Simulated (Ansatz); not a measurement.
TiZnO₃:
```cif
data_O18Ti6Zn6
_chemical_formula_sum 'Ti6 Zn6 O18'
_space_group_name_H-M_alt 'R-3 :H'
_space_group_IT_number 148
_space_group_name_Hall '-R 3'
_cell_length_a 5.06060
_cell_length_b 5.06060
_cell_length_c 13.82338
_cell_angle_alpha 90.000
_cell_angle_beta 90.000
_cell_angle_gamma 120.000
loop_
_atom_site_label
_atom_site_type_symbol
_atom_site_symmetry_multiplicity
_atom_site_Wyckoff_symbol
_atom_site_fract_x
_atom_site_fract_y
_atom_site_fract_z
_atom_site_occupancy
Ti1 Ti 6 c 0.00000 0.00000 0.14598 1
Zn1 Zn 6 c 0.00000 0.00000 0.36065 1
O1 O 18 f 0.35003 0.03700 0.08751 1
```
(The calculation used a cell of 10 atoms; values per cell refer to that cell.)

Relaxed with PBEsol.

Problem. Tabulate the valence density and the electron localisation function along the shortest Ti–Zn contact (2.97 Å), PBEsol (plane waves, PAW; program Ansatz).

Solution. 

```csv
distance from Ti (Å),density (e/Å³),ELF
0.30,8.68,0.28
0.45,6.30,0.56
0.59,3.46,0.62
0.74,1.41,0.45
0.89,0.51,0.18
1.04,0.25,0.06
1.19,0.17,0.05
1.34,0.15,0.06
1.48,0.14,0.08
1.63,0.15,0.09
1.78,0.18,0.09
1.93,0.25,0.10
2.08,0.44,0.13
2.23,0.86,0.12
2.37,2.07,0.06
2.52,6.36,0.01
2.67,18.14,0.00
```

The density is the valence pseudo-density with augmentation charge, so density and ELF within about 1 Å of a nucleus are not all-electron values.

The first step of the workflow began from a Materials Project structure, measured or hypothetical; the Crystallography Open Database copy checked does not list it. Whether it is the stable phase at ambient conditions was not checked. The PBEsol relaxation kept the symmetry of its start; whether a distortion lowers the energy is not shown. The run is not spin-polarised.

Potentials: the later of the program's two PAW sets.
